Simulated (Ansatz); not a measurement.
Nb3In:
```
Nb3In
1.0
    5.30776     0.00000     0.00000
    0.00000     5.30776     0.00000
    0.00000     0.00000     5.30776
Nb In
6 2
Direct
  0.00000   0.75000   0.50000
  0.00000   0.25000   0.50000
  0.75000   0.50000   0.00000
  0.25000   0.50000   0.00000
  0.50000   0.00000   0.75000
  0.50000   0.00000   0.25000
  0.00000   0.00000   0.00000
  0.50000   0.50000   0.50000
```

Relaxed with r²SCAN. Special points in fractions of this cell's reciprocal vectors: Γ (0.000, 0.000, 0.000); X (0.000, 0.500, 0.000); M (0.500, 0.500, 0.000); R (0.500, 0.500, 0.500).

Task: List the band energies nearest the Fermi level at these points for r²SCAN (plane waves, PAW; program Ansatz).

Result: In eV from the Fermi level; about four levels below and three above (degenerate sets whole), none deeper than 8.9 eV; points with the same levels are listed once.

| k | below | above |
|---|---|---|
| Γ | -0.47 -0.47 -0.47 -0.03 -0.03 | 2.59 2.59 2.59 |
| X | -0.78 -0.78 -0.31 -0.31 | 1.68 1.68 2.42 2.42 |
| M | -1.98 -1.98 -1.91 -1.68 -0.96 | 0.20 0.20 0.28 0.28 |
| R | -1.30 -1.30 -1.30 -1.30 -1.30 -1.30 | 0.21 0.21 0.21 0.21 0.21 0.21 |

Space group Pm-3n (A15 (Cr3Si type)). The workflow started from a Materials Project entry (that database holds measured and hypothetical structures alike); the Crystallography Open Database files this formula in space group No. 223, but the cells were not matched. Its standing as an ambient phase is unchecked. The cell was relaxed with r²SCAN under the symmetry of its start; whether a distortion lowers the energy is not shown. The run is not spin-polarised. Spin–orbit coupling is left out wherever it is not named.

Potentials: the earlier of the program's two PAW sets.
